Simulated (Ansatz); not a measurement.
# Fields on a plane of SnTe (rock salt)

```
CELL_PARAMETERS angstrom
      0.00000     3.18559     3.18559
      3.18559     0.00000     3.18559
      3.18559     3.18559     0.00000
ATOMIC_POSITIONS crystal
  Te 0.00000 0.00000 0.00000
  Sn 0.50000 0.50000 0.50000
```

The slice is a {111} plane (indices of the conventional cell) through the point (0.500, 0.500, 0.500) (fractional), spanned by u = [100] and v = [-1 2 0] in vectors of this cell: u (4.51 Å) and v (7.80 Å, at 90° to u). It covers one period; positions are fractions (u, v).

Atoms on it: Sn at (0.00, 0.00); Sn at (0.50, 0.50).

Method: r2SCAN (plane waves to 500 eV, PAW, scalar-relativistic; Ansatz, an electronic-structure program). k mesh 13×13×13. These are valence fields of a PAW run, semicore shells included where kept as valence: close to a nucleus they are smooth pseudo fields. SnTe was relaxed with its symmetry unable to fall. Spin-orbit coupling is left out, though Te is heavy. The PAW data are Ansatz's earlier set.

```
v \ u   0.00   0.14   0.29   0.43   0.57   0.71   0.86
-----  -----  -----  -----  -----  -----  -----  -----
0.88   0.071  0.069  0.035  0.015  0.015  0.035  0.069
0.75   0.019  0.017  0.015  0.018  0.018  0.015  0.017
0.62   0.012  0.022  0.053  0.073  0.073  0.053  0.022
0.50   0.015  0.035  0.070  0.007  0.007  0.070  0.035
0.38   0.012  0.022  0.053  0.073  0.073  0.053  0.022
0.25   0.019  0.017  0.015  0.018  0.018  0.015  0.017
0.12   0.071  0.069  0.035  0.015  0.015  0.035  0.069
0.00   0.001  0.017  0.060  0.020  0.020  0.060  0.017
```

Values: density of the lowest conduction band (whole band as if filled, smooth part) in e/Å³. 

```tsv
v \ u	0.00	0.14	0.29	0.43	0.57	0.71	0.86
0.88	0.33	0.33	0.21	0.19	0.19	0.21	0.33
0.75	0.16	0.09	0.06	0.14	0.14	0.06	0.09
0.62	0.22	0.16	0.31	0.33	0.33	0.31	0.16
0.50	0.05	0.18	0.33	x	x	0.33	0.18
0.38	0.22	0.16	0.31	0.33	0.33	0.31	0.16
0.25	0.16	0.09	0.06	0.14	0.14	0.06	0.09
0.12	0.33	0.33	0.21	0.19	0.19	0.21	0.33
0.00	x	0.16	0.32	0.07	0.07	0.32	0.16
```

Values: electron localisation function (ELF). Points within 0.5 Å of a nucleus are blanked (x), as the pseudised field means little there.
